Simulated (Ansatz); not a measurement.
Input file for Ansatz (a first-principles code):

Ansatz 0.2 input:
```yaml
crystal:
  lattice:
    - [-2.4088225459, 2.4088225459, 1.379014205]
    - [2.4088225459, -2.4088225459, 1.379014205]
    - [2.4088225459, 2.4088225459, -1.379014205]
  atoms:
    - { symbol: Ga, position: [0.25, 0.75, 0.5] }
    - { symbol: P, position: [0.0, 0.0, 0.0] }
kpoints:
  mp_grid: { grid: [12, 12, 12] }
  band_path:
    path:
      - [[0.0, 0.0, 0.0], [0.0, 0.0, 0.5], [-0.5, 0.5, 0.5], [0.0, 0.0, 0.0], [0.3319347011, 0.3319347011, -0.3319347011]]  # Γ-X-M-Γ-Z
      - [[-0.3319347011, 0.6680652989, 0.3319347011], [-0.5, 0.5, 0.5]]  # Z_0-M
      - [[0.0, 0.0, 0.5], [0.25, 0.25, 0.25], [0.0, 0.5, 0.0], [0.0, 0.0, 0.0]]  # X-P-N-Γ
    npoints: 9
basis: { xc_grid: 2 }
hamiltonian:
  xc: pbesol
  pseudopotentials: { kind: paw }
magnetization: { noncollinear: true, spin_orbit: true }
scf:
  n_extra_bands: 12
  convergence: { dr2_threshold: 0.0000000001 }
  occupations: { method: gaussian, width: 0.05 }
output: { eigenvalues: true }
```

Output (shortened):

```
Pseudopotentials: kind: paw_fr
Pseudopotential: Ga, paw_fr, valence charge 13
Pseudopotential: P, paw_fr, valence charge 5
Functional definition: PBEsol
non-collinear run that drives no moment, with spin-orbit …
Crystal: 2 atoms, lattice volume = 32.007 Å³
Basis set: ecut = 420 eV, 633 PW (Γ), exchange–correlation on 50×50×50 points (8 copies of the dense FFT grid, shifted against one another)
Bands: 30, of which v1, the nominal top of the filled ones, is band 18 counted from 1 (17 counted from 0)
Symmetry: 8 space group operations + 8 with time reversal
k-points: 163 of 1728 (time reversal used)
Projection manifold: j_resolved (fully-relativistic pseudo-atomic orbitals)
PAW frozen core: Ga, regenerated for the run's functional, and the local potential with it
PAW frozen core: P, regenerated for the run's functional, and the local potential with it
Initial density: superposition of atomic densities (chi_scale 0.1, normalization cell, long waves kept (reshape's long-wave potential 0.00 eV rms))
Initial wavefunctions: pseudopotential atomic-orbital guess
Eigensolver: davidson
Functional: x = pbesol(κ = 0.804, μ = 0.12345679012345678), c = pbesol(β = 0.046)
SCF iter   1: F=—  HF=-4483.371870 eV  |F-HF|=—  |Δ(HF+E_count)|=         —  Δρ=2.91e-2  dr2=1.42e-1  dr2_m=0.00e0 (ungated)  ethr=3.10e-3  |M|=0.00e0 ∫|m|=0.00e0 μB  |m|>n=0.0e0 m-floor=0.0e0 τ_xc=0.0e0  β_m=0.30  ⟨swp⟩=8.2  Hψ=34869  notcnv=0  defer=145
all-band conjugate gradients solve this SCF's bands
preconditioner: auto → none
SCF iter   2: F=—  HF=-4483.357400 eV  |F-HF|=—  |Δ(HF+E_count)|=   1.45e-2  Δρ=2.19e-2  dr2=8.29e-2  dr2_m=0.00e0 (ungated)  ethr=7.87e-4  |M|=0.00e0 ∫|m|=0.00e0 μB  |m|>n=0.0e0 m-floor=0.0e0 τ_xc=0.0e0  β_m=0.65  ⟨swp⟩=1.5  Hψ=6475  notcnv=0  defer=531
SCF iter   3: F=—  HF=-4483.341609 eV  |F-HF|=—  |Δ(HF+E_count)|=   1.58e-2  Δρ=3.22e-3  dr2=1.90e-3  dr2_m=0.00e0 (ungated)  ethr=4.60e-4  |M|=0.00e0 ∫|m|=0.00e0 μB  |m|>n=0.0e0 m-floor=0.0e0 τ_xc=0.0e0  β_m=0.65  ⟨swp⟩=3.0  Hψ=7978  notcnv=0  defer=707
SCF iter   4: F=—  HF=-4483.341005 eV  |F-HF|=—  |Δ(HF+E_count)|=   6.03e-4  Δρ=5.92e-4  dr2=7.18e-5  dr2_m=0.00e0 (ungated)  ethr=1.06e-5  |M|=0.00e0 ∫|m|=0.00e0 μB  |m|>n=0.0e0 m-floor=0.0e0 τ_xc=0.0e0  β_m=0.59  ⟨swp⟩=2.3  Hψ=7189  notcnv=0  defer=873
SCF iter   5: F=—  HF=-4483.340936 eV  |F-HF|=—  |Δ(HF+E_count)|=   6.99e-5  Δρ=4.87e-4  dr2=4.73e-5  dr2_m=0.00e0 (ungated)  ethr=3.99e-7  |M|=0.00e0 ∫|m|=0.00e0 μB  |m|>n=0.0e0 m-floor=0.0e0 τ_xc=0.0e0  β_m=0.71  ⟨swp⟩=2.0  Hψ=6940  notcnv=0  defer=873
SCF iter   6: F=—  HF=-4483.340931 eV  |F-HF|=—  |Δ(HF+E_count)|=   4.10e-6  Δρ=1.56e-4  dr2=1.72e-5  dr2_m=0.00e0 (ungated)  ethr=2.63e-7  |M|=0.00e0 ∫|m|=0.00e0 μB  |m|>n=0.0e0 m-floor=0.0e0 τ_xc=0.0e0  β_m=0.59  ⟨swp⟩=2.0  Hψ=6918  notcnv=0  defer=873
SCF iter   7: F=—  HF=-4483.340925 eV  |F-HF|=—  |Δ(HF+E_count)|=   6.14e-6  Δρ=1.98e-5  dr2=1.55e-7  dr2_m=0.00e0 (ungated)  ethr=9.56e-8  |M|=0.00e0 ∫|m|=0.00e0 μB  |m|>n=0.0e0 m-floor=0.0e0 τ_xc=0.0e0  β_m=0.74  ⟨swp⟩=2.4  Hψ=5787  notcnv=0  defer=873
SCF iter   8: F=—  HF=-4483.340925 eV  |F-HF|=—  |Δ(HF+E_count)|=   4.19e-7  Δρ=1.23e-6  dr2=2.37e-10  dr2_m=0.00e0 (ungated)  ethr=8.59e-10  |M|=0.00e0 ∫|m|=0.00e0 μB  |m|>n=0.0e0 m-floor=0.0e0 τ_xc=0.0e0  β_m=0.78  ⟨swp⟩=2.0  Hψ=6944  notcnv=0  defer=873
SCF iter   9: F=-4483.340925 eV  HF=-4483.340925 eV  |F-HF|=2.64e-11  |Δ(HF+E_count)|=  3.09e-11  Δρ=4.07e-7  dr2=2.22e-11  dr2_m=0.00e0 (ungated)  ethr=1.00e-12  |M|=0.00e0 ∫|m|=0.00e0 μB  |m|>n=0.0e0 m-floor=0.0e0 τ_xc=0.0e0  ⟨swp⟩=8.7  Hψ=21786  notcnv=0
SCF 1 converged in 9 iterations: F = -4483.340925 eV  dr2 = 2.22e-11
NSCF: frozen V_eff on 75 k-points
SCF converged after 9 iterations
Magnetization: |M| = 0.0000 μB,  M = (+0.0000, +0.0000, +0.0000) μB
Absolute magnetization: 0.0000 μB (∫|m|)
  site 0: m = (+0.0000, +0.0000, +0.0000) μB, |m| = 0.0000 μB  (R = 1.03 Å)
  site 1: m = (+0.0000, +0.0000, +0.0000) μB, |m| = 0.0000 μB  (R = 1.03 Å)
Free energy (F): -4483.340925 eV
Harris-Foulkes:  -4483.340925 eV  (|F-HF|=2.64e-11)
Internal energy: -4483.340284 eV  (E = F + TS)
E sigma→0 (E₀):  -4483.340604 eV
Entropy (-TS):   -0.000641 eV (-0.321 meV/atom)
Fermi energy:    10.690938 eV
--- Per-component energies (eV) ---
  E_band       = -4.080801
  E_kinetic    = 186.112679
  E_local      = -1945.240527  (includes V_loc(G=0)·N_el)
  E_nonlocal   = 459.105182
  E_hartree    = 916.356624
  E_xc         = -130.312781
  E_vxc        = -119.807715  (∫ρ·V_xc dr)
  E_paw        = -2502.619177  (= ΣΔE_a)
  E_vpaw       = -416.963296  (= ΣTr[D̂ρ^β])
  E_aug_tail   = -0.000105  (compensation charges beyond the density's cutoff)
  E_ewald      = -1467.654235
  E_core_change = 0.912056  (= ΣΔE_core)
  E_smearing   = -0.000641  (= −TS)
  E_closure    =  0.000000  (closes the sum)
  Σ components = -4483.340925   (vs F -4483.340925, Δ=0.00e0)
  [band-id]    e_kinetic+e_local+e_nonlocal+2·e_hartree+e_vxc+e_vpaw+e_augmentation_tail = -4.080534   (vs E_band -4.080801, Δ=2.67e-4)
--- Band table (eV; the first three rows and the last of 163) ---
  k-point 0: bands = ["-4.7062", "-4.7062", "-4.5970", "-4.5970", "-4.2025", "-4.2025", "-4.1579", "-4.1579", "-4.0685", "-4.0685", "-3.5193", "-3.5193", "7.9802", "7.9802", "8.0553", "8.0553", "8.3480", "8.3480", "13.9235", "13.9235", "15.2981", "15.2981", "19.6688", "19.6688", "19.8544", "19.8544", "20.5557", "20.5557", "20.6880", "20.6880"]
  k-point 1: bands = ["-4.7065", "-4.7004", "-4.5974", "-4.5967", "-4.2054", "-4.1952", "-4.1585", "-4.1580", "-4.0692", "-4.0680", "-3.4459", "-3.4420", "6.6921", "6.6934", "8.1009", "8.1022", "9.4791", "9.4816", "14.3002", "14.3016", "15.2266", "15.2324", "18.5412", "18.6387", "19.4241", "19.4385", "20.6079", "20.6090", "21.5147", "21.6630"]
  k-point 2: bands = ["-4.7023", "-4.6928", "-4.5981", "-4.5966", "-4.2033", "-4.1885", "-4.1595", "-4.1593", "-4.0692", "-4.0675", "-3.2193", "-3.2144", "5.1883", "5.1891", "8.3466", "8.3494", "10.4555", "10.4576", "15.0239", "15.0365", "15.3101", "15.3129", "17.1428", "17.2221", "18.6728", "18.6790", "20.4119", "20.4127", "21.9594", "22.0833"]
  k-point 162: bands = ["-4.7319", "-4.7319", "-4.6880", "-4.6880", "-4.2119", "-4.2119", "-4.1778", "-4.1778", "-4.0370", "-4.0370", "0.3526", "0.3526", "4.1403", "4.1403", "4.1661", "4.1661", "4.2464", "4.2464", "14.0427", "14.0427", "16.5509", "16.5509", "22.4748", "22.4748", "22.5241", "22.5241", "25.1655", "25.1655", "26.1316", "26.1316"]
  band table: 30 of 30 bands, residual norms ≤ 1.0e-3 eV
```

Cost: very roughly 40 core-seconds on shared cores.

Space group I-4m2. The first step of the workflow began from a Materials Project structure, measured or hypothetical; the Crystallography Open Database copy checked does not list it. It is not the phase usual at ambient conditions (space group No. 216). Symmetry was held in the PBEsol relaxation; whether a distortion lowers the energy is not shown.

Potentials: the later of the program's two PAW sets.

Ansatz is a plane-wave DFT program.
